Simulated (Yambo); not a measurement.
LiNbO3 (space group R-3, No. 148), G0W0@PBEsol in Yambo with this input:

```
rim_cut
gw0
dyson
el_el_corr
HF_and_locXC
ppa
em1d
RandQpts= 1000000
RandGvec= 1 Ry
EXXRLvcs= 84 Ry
VXCRLvcs= 336 Ry
Chimod= "HARTREE"
% BndsRnXp
 5 | 182 |
%
NGsBlkXp= 7 Ry
% LongDrXp
 1.0 | 1.0 | 1.0 |
%
PPAPntXp= 27.2114 eV
% GbndRnge
 1 | 182 |
%
GTermKind= "BG"
DysSolver= "n"
ExtendOut
```

On a 2×2×2 mesh, with wavefunctions cut at 84 Ry, the gap (F → F) is 5.667 eV and the valence edge shifts by -0.530 eV.

Problem. What happens with this change: 3 Ry block?

Solution. The gap rises by 0.144 eV, to 5.811 eV; the shift of the valence edge becomes -0.525 eV. Neither run is shown to be the converged limit. The mesh misses a band edge: along a dense path the PBEsol gap is 3.79 eV against 3.84 eV on the mesh.

Spin-orbit coupling is not included.

Geometry of the Materials Project entry, not relaxed at this level; primitive cell a = b = c = 5.7265 Å, α = β = γ = 54.96°.

This is not the ordinary phase of the substance.

A shift is the quasiparticle energy of the state minus its PBEsol energy.
